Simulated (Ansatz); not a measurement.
V (bcc, W type)

```
CELL_PARAMETERS angstrom
     -1.49869     1.49869     1.49869
      1.49869    -1.49869     1.49869
      1.49869     1.49869    -1.49869
ATOMIC_POSITIONS crystal
  V  0.00000 0.00000 0.00000
```

Equation-of-state scan: isotropic scaling of the cell above, V₀ being its volume. Symmetry pins the atoms to their sites.

Calculation: PBE (plane waves to 420 eV, PAW, scalar-relativistic; Ansatz, a program for electronic structure). k mesh 22×22×22 (Γ-centred), Fermi-Dirac smearing 0.05 eV. Energies are smeared free energies. Stress and pressure are positive under compression. The PAW data are Ansatz's earlier set. V is run without spin polarisation. V was relaxed with its symmetry unable to fall. The zero of ΔE is the relaxed starting cell.

### Question
What ΔE (kJ/mol of atoms) and P (GPa) does the calculation give at V/V₀ = 0.940, 0.952, 0.964, 0.976, 0.988, 1.012, 1.024, 1.060?

### Answer
```tsv
V/V₀	ΔE (kJ/mol of atoms)	P (GPa)
0.940	2.9	12.6
0.952	1.8	9.8
0.964	1.0	7.1
0.976	0.4	4.6
0.988	0.1	2.2
1.012	0.1	-2.1
1.024	0.4	-4.1
1.060	2.4	-9.5
```

(Under strain, the slope of the energy per volume gives the stress and its curvature an elastic modulus.)
